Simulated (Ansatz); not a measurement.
This Al3TeO4 structure is the end of a relaxation. The cell was found from a structure generator's guess, not taken from experiment.

Level of theory: Ansatz, DFT PBE, scalar-relativistic, plane waves, PAW. Cutoff 420 eV, Γ-centred mesh, Gaussian smearing, no spin polarisation.

```
CELL_PARAMETERS angstrom
4.86581 0.00000 0.00000
0.00000 4.86581 0.00000
0.00000 0.00000 4.86581
ATOMIC_POSITIONS crystal
Al 0.50000 0.00000 0.00000
Al 0.00000 0.50000 0.00000
Al 0.00000 0.00000 0.50000
Te 0.00000 0.00000 0.00000
O 0.00000 0.50000 0.50000
O 0.50000 0.00000 0.50000
O 0.50000 0.50000 0.00000
O 0.50000 0.50000 0.50000
```

The zero of energy is the elements' standard structures at the same level (O₂ as a molecule); no fitted shifts are applied.

(1) Find its symmetry and describe it.

(2) How far does it lie from the elements in energy?

(3) Is it a metal?

Answers

(1) Pm-3m (No. 221). Conventional cell: a = 4.866 Å. Al is surrounded by 2 Te at 2.43 Å and 4 O at 2.43 Å; Te is surrounded by 6 Al at 2.43 Å; O on a site of symmetry 4/mmm is surrounded by 2 O at 2.43 Å and 4 Al at 2.43 Å; O on a site of symmetry m-3m has 6 O at 2.43 Å (long contacts).

(2) +0.21 eV/atom. The separate elements lie lower, so it is unstable against them.

(3) Yes, bands cross the Fermi level on the 8×8×8 mesh.

The last run used an 8×8×8 mesh for its 8-atom cell and Gaussian smearing of 0.10 eV. These runs have no spin–orbit coupling, which can matter for Te. An odd number of electrons in the primitive cell allows no gap without spin; a larger cell or a magnetic state could open one. The cell is a metal run without spin; a magnetic state may lie lower. The reference form of Te is held partly by dispersion forces, which this level lacks. Symmetry constrained the relaxation, so the result can be a saddle point.
